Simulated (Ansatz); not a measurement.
A relaxed cell of MgB₂ (P6/mmm (No. 191)), relaxed on a k-mesh at least as fine as the one used below. Method: PBEsol (plane waves to 420 eV, PAW, scalar-relativistic; Ansatz, a first-principles code). Γ-centred k-mesh 12×12×4 on the run's cell (coarser than for final values), Fermi–Dirac smearing 0.05 eV.

```yaml
crystal:
  lattice:
    - [3.08780, 0.00000, 0.00000]
    - [-1.54390, 2.67411, 0.00000]
    - [0.00000, 0.00000, 8.01356]
  atoms:
    - { symbol: B, position: [0.33333, 0.66667, 0.11821] }
    - { symbol: B, position: [0.66667, 0.33333, 0.11821] }
    - { symbol: B, position: [0.66667, 0.33333, 0.88179] }
    - { symbol: B, position: [0.33333, 0.66667, 0.88179] }
    - { symbol: Mg, position: [0.00000, 0.00000, 0.31759] }
    - { symbol: Mg, position: [0.00000, 0.00000, 0.68241] }
```

The atoms are displaced along an unstable phonon of this cell by (Å):

| atom | ux | uy | uz |
|---|---|---|---|
| B1 | 0.000 | -0.150 | 0.000 |
| B2 | 0.000 | -0.150 | 0.000 |
| B3 | 0.000 | 0.150 | 0.000 |
| B4 | 0.000 | 0.150 | 0.000 |
| Mg5 | 0.000 | -0.054 | 0.000 |
| Mg6 | 0.000 | 0.054 | 0.000 |

Problem. What forces (eV/Å) and pressure result?

Solution. 
```json
[
 {"atom": "B1", "Fx": "0.00", "Fy": "-0.06", "Fz": "-0.42"},
 {"atom": "B2", "Fx": "0.00", "Fy": "-0.39", "Fz": "-0.45"},
 {"atom": "B3", "Fx": "0.00", "Fy": "0.06", "Fz": "0.42"},
 {"atom": "B4", "Fx": "0.00", "Fy": "0.39", "Fz": "0.45"},
 {"atom": "Mg5", "Fx": "0.00", "Fy": "-0.33", "Fz": "-0.01"},
 {"atom": "Mg6", "Fx": "0.00", "Fy": "0.33", "Fz": "0.01"}
]
```

Pressure -0.5 GPa.

The undisplaced cell is probably no minimum: from this displacement the run went on to C2/m (No. 12), 0.19 eV/atom below it.

No spin polarisation in the result.

The first start was generated by placing the elements on the sites of a structure type. A measured structure of MgB2 has the same space group, P6/mmm (No. 191); the sites were not compared with it.
